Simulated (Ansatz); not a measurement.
K$_{3}$NaS$_{2}$O$_{8}$:
```cif
data_K3NaO8S2
_chemical_formula_sum 'K3 Na1 S2 O8'
_space_group_name_H-M_alt 'P-3m1'
_space_group_IT_number 164
_space_group_name_Hall '-P 3 2"'
_cell_length_a 5.66168
_cell_length_b 5.66168
_cell_length_c 7.28929
_cell_angle_alpha 90.000
_cell_angle_beta 90.000
_cell_angle_gamma 120.000
loop_
_atom_site_label
_atom_site_type_symbol
_atom_site_symmetry_multiplicity
_atom_site_Wyckoff_symbol
_atom_site_fract_x
_atom_site_fract_y
_atom_site_fract_z
_atom_site_occupancy
K1 K 2 d 0.33333 0.66667 0.17450 1
K2 K 1 b 0.00000 0.00000 0.50000 1
Na1 Na 1 a 0.00000 0.00000 0.00000 1
S1 S 2 d 0.66667 0.33333 0.26811 1
O1 O 6 i 0.38204 0.19102 0.19609 1
O2 O 2 d 0.66667 0.33333 0.46875 1
```

Relaxed with r²SCAN.

Task: Which orbitals make up the states near the band edges in r²SCAN (plane waves, PAW; program Ansatz)?

Result: Top 1 eV of the valence band: O 2p 99 %. Bottom 1 eV of the conduction band: K 4s 57 %, O 2s 23 %, Na 3s 9 %, O 2p 5 %. Projections are on Löwdin-orthogonalised atomic valence shells; empty p or d shells of many metals are not among them.

Task: Tabulate the density of states.

Result: States/eV per cell of 14 atoms, in 0.25 eV bins, energy from the valence-band maximum.

| E (eV) | total | O 2p | S 3p | K 4s |
|---|---|---|---|---|
| -7.85 | 0.00 | 0.00 | 0.00 | 0.00 |
| -7.60 | 0.00 | 0.00 | 0.00 | 0.00 |
| -7.35 | 0.00 | 0.00 | 0.00 | 0.00 |
| -7.10 | 0.00 | 0.00 | 0.00 | 0.00 |
| -6.85 | 0.00 | 0.00 | 0.00 | 0.00 |
| -6.60 | 0.00 | 0.00 | 0.00 | 0.00 |
| -6.35 | 0.61 | 0.38 | 0.11 | 0.00 |
| -6.10 | 6.34 | 3.96 | 1.16 | 0.02 |
| -5.85 | 23.16 | 14.54 | 4.32 | 0.03 |
| -5.60 | 17.35 | 10.74 | 3.04 | 0.12 |
| -5.35 | 0.55 | 0.34 | 0.09 | 0.00 |
| -5.10 | 0.00 | 0.00 | 0.00 | 0.00 |
| -4.85 | 0.00 | 0.00 | 0.00 | 0.00 |
| -4.60 | 0.00 | 0.00 | 0.00 | 0.00 |
| -4.35 | 0.00 | 0.00 | 0.00 | 0.00 |
| -4.10 | 0.00 | 0.00 | 0.00 | 0.00 |
| -3.85 | 0.00 | 0.00 | 0.00 | 0.00 |
| -3.60 | 0.00 | 0.00 | 0.00 | 0.00 |
| -3.35 | 0.00 | 0.00 | 0.00 | 0.00 |
| -3.10 | 0.00 | 0.00 | 0.00 | 0.00 |
| -2.85 | 18.52 | 17.15 | 0.05 | 0.41 |
| -2.60 | 18.30 | 17.02 | 0.09 | 0.20 |
| -2.35 | 15.25 | 14.03 | 0.22 | 0.23 |
| -2.10 | 19.60 | 18.33 | 0.29 | 0.05 |
| -1.85 | 8.33 | 7.79 | 0.16 | 0.00 |
| -1.60 | 0.00 | 0.00 | 0.00 | 0.00 |
| -1.35 | 0.00 | 0.00 | 0.00 | 0.00 |
| -1.10 | 0.00 | 0.00 | 0.00 | 0.00 |
| -0.85 | 0.00 | 0.00 | 0.00 | 0.00 |
| -0.60 | 5.18 | 5.09 | 0.00 | 0.00 |
| -0.35 | 20.30 | 20.00 | 0.01 | 0.01 |
| -0.10 | 22.53 | 22.30 | 0.01 | 0.01 |
| 0.15 | 0.00 | 0.00 | 0.00 | 0.00 |
| 0.40 | 0.00 | 0.00 | 0.00 | 0.00 |
| 0.65 | 0.00 | 0.00 | 0.00 | 0.00 |
| 0.90 | 0.00 | 0.00 | 0.00 | 0.00 |
| 1.15 | 0.00 | 0.00 | 0.00 | 0.00 |
| 1.40 | 0.00 | 0.00 | 0.00 | 0.00 |
| 1.65 | 0.00 | 0.00 | 0.00 | 0.00 |
| 1.90 | 0.00 | 0.00 | 0.00 | 0.00 |
| 2.15 | 0.00 | 0.00 | 0.00 | 0.00 |
| 2.40 | 0.00 | 0.00 | 0.00 | 0.00 |
| 2.65 | 0.00 | 0.00 | 0.00 | 0.00 |
| 2.90 | 0.00 | 0.00 | 0.00 | 0.00 |
| 3.15 | 0.00 | 0.00 | 0.00 | 0.00 |
| 3.40 | 0.00 | 0.00 | 0.00 | 0.00 |
| 3.65 | 0.00 | 0.00 | 0.00 | 0.00 |
| 3.90 | 0.00 | 0.00 | 0.00 | 0.00 |
| 4.15 | 0.00 | 0.00 | 0.00 | 0.00 |
| 4.40 | 0.00 | 0.00 | 0.00 | 0.00 |
| 4.65 | 0.00 | 0.00 | 0.00 | 0.00 |
| 4.90 | 0.00 | 0.00 | 0.00 | 0.00 |
| 5.15 | 0.00 | 0.00 | 0.00 | 0.00 |
| 5.40 | 0.00 | 0.00 | 0.00 | 0.00 |
| 5.65 | 0.00 | 0.00 | 0.00 | 0.00 |
| 5.90 | 0.00 | 0.00 | 0.00 | 0.00 |
| 6.15 | 0.00 | 0.00 | 0.00 | 0.00 |
| 6.40 | 0.04 | 0.00 | 0.00 | 0.02 |
| 6.65 | 0.27 | 0.01 | 0.00 | 0.15 |
| 6.90 | 0.43 | 0.02 | 0.00 | 0.24 |
| 7.15 | 0.59 | 0.03 | 0.00 | 0.34 |
| 7.40 | 0.77 | 0.05 | 0.00 | 0.45 |
| 7.65 | 0.93 | 0.07 | 0.01 | 0.53 |
| 7.90 | 1.21 | 0.10 | 0.02 | 0.65 |
| 8.15 | 1.78 | 0.16 | 0.05 | 0.87 |
| 8.40 | 3.18 | 0.34 | 0.32 | 1.01 |
| 8.65 | 6.60 | 0.78 | 1.17 | 1.00 |
| 8.90 | 7.47 | 0.88 | 1.21 | 1.06 |
| 9.15 | 13.20 | 1.37 | 1.80 | 1.66 |
| 9.40 | 10.03 | 1.03 | 1.39 | 1.18 |
| 9.65 | 12.29 | 1.36 | 2.00 | 1.37 |
| 9.90 | 10.75 | 1.07 | 1.43 | 1.11 |
| 10.15 | 10.97 | 1.36 | 1.71 | 1.09 |
| 10.40 | 10.64 | 1.68 | 2.07 | 0.73 |
| 10.65 | 10.26 | 1.52 | 1.27 | 0.89 |
| 10.90 | 12.16 | 1.80 | 1.39 | 0.56 |
| 11.15 | 11.12 | 1.55 | 1.12 | 0.54 |

The first step of the workflow began from a Materials Project structure, measured or hypothetical; the Crystallography Open Database files this formula in space group No. 164, but the cells were not matched. Its standing as an ambient phase is unchecked. Symmetry was held in the r²SCAN relaxation; its stability against distortions is not shown here.

Potentials: the later of the program's two PAW sets.
